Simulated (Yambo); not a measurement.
## Optical response of Si2N2O

```xyz
10
Lattice="4.4449 -2.7521 0.0000 4.4449 2.7521 0.0000 0.0000 0.0000 4.8586" Properties=species:S:1:pos:R:3 pbc="T T T"
N      1.9492     0.6804     2.9881
N      6.9406    -0.6804     0.5588
N      6.9406     0.6804     2.9881
N      1.9492    -0.6804     0.5588
O      4.4449    -1.6032     1.0752
O      4.4449     1.6032     3.5045
Si     1.5746     0.8281     1.3152
Si     7.3151    -0.8281     3.7445
Si     7.3151     0.8281     1.3152
Si     1.5746    -0.8281     3.7445
```

Yambo, RPA with local fields on PBEsol bands; 4×4×4 mesh, 93 bands, 3 Ry local-field block, 0.2 eV broadening; field along x.

| E (eV) | Im ε | Re ε | Im ε, independent particles |
|---|---|---|---|
| 0.0 | 0.00 | 3.06 | 0.00 |
| 0.4 | 0.00 | 3.06 | 0.00 |
| 0.8 | 0.01 | 3.07 | 0.01 |
| 1.1 | 0.01 | 3.08 | 0.01 |
| 1.5 | 0.01 | 3.10 | 0.01 |
| 1.9 | 0.01 | 3.12 | 0.02 |
| 2.2 | 0.02 | 3.15 | 0.02 |
| 2.6 | 0.02 | 3.19 | 0.03 |
| 3.0 | 0.03 | 3.24 | 0.03 |
| 3.4 | 0.03 | 3.30 | 0.04 |
| 3.8 | 0.04 | 3.37 | 0.05 |
| 4.1 | 0.05 | 3.45 | 0.06 |
| 4.5 | 0.06 | 3.56 | 0.07 |
| 4.9 | 0.08 | 3.69 | 0.09 |
| 5.2 | 0.11 | 3.87 | 0.12 |
| 5.6 | 0.17 | 4.11 | 0.18 |
| 6.0 | 0.35 | 4.42 | 0.36 |
| 6.4 | 0.66 | 4.82 | 0.66 |
| 6.8 | 1.21 | 4.87 | 1.19 |
| 7.1 | 1.96 | 4.80 | 1.90 |
| 7.5 | 2.16 | 4.96 | 2.15 |
| 7.9 | 2.77 | 4.35 | 2.84 |
| 8.2 | 3.38 | 4.01 | 3.55 |
| 8.6 | 3.09 | 3.37 | 3.36 |
| 9.0 | 3.59 | 3.32 | 4.02 |
| 9.4 | 3.29 | 2.23 | 3.67 |
| 9.8 | 2.79 | 2.44 | 3.21 |
| 10.1 | 2.92 | 2.29 | 3.44 |
| 10.5 | 3.04 | 2.40 | 3.61 |
| 10.9 | 2.99 | 2.06 | 3.59 |
| 11.2 | 2.83 | 1.86 | 3.41 |
| 11.6 | 2.92 | 1.92 | 3.72 |
| 12.0 | 2.88 | 2.03 | 3.89 |
| 12.4 | 3.19 | 1.47 | 4.29 |
| 12.8 | 3.24 | 1.30 | 4.56 |
| 13.1 | 2.97 | 0.78 | 4.03 |
| 13.5 | 2.71 | 0.89 | 3.67 |
| 13.9 | 2.54 | 1.06 | 3.54 |
| 14.2 | 2.80 | 0.98 | 3.74 |
| 14.6 | 2.78 | 0.76 | 3.64 |
| 15.0 | 2.91 | 0.41 | 3.50 |
| 15.4 | 2.71 | 0.04 | 3.06 |
| 15.8 | 2.33 | -0.12 | 2.51 |
| 16.1 | 2.13 | -0.05 | 2.25 |
| 16.5 | 1.88 | -0.23 | 1.94 |
| 16.9 | 1.58 | -0.14 | 1.61 |
| 17.2 | 1.54 | 0.00 | 1.54 |
| 17.6 | 1.39 | 0.00 | 1.52 |
| 18.0 | 1.48 | 0.17 | 1.65 |
| 18.4 | 1.47 | 0.00 | 1.58 |
| 18.8 | 1.27 | -0.06 | 1.29 |
| 19.1 | 1.17 | -0.01 | 1.12 |
| 19.5 | 1.08 | 0.05 | 1.03 |
| 19.9 | 1.07 | 0.05 | 1.00 |

Structure narrower than a few tenths of an eV can come from the finite k mesh. Convergence of the RPA response with its 4×4×4 mesh was not tested. No excitonic effects at this level.

Geometry of the Materials Project entry, not relaxed at this level.
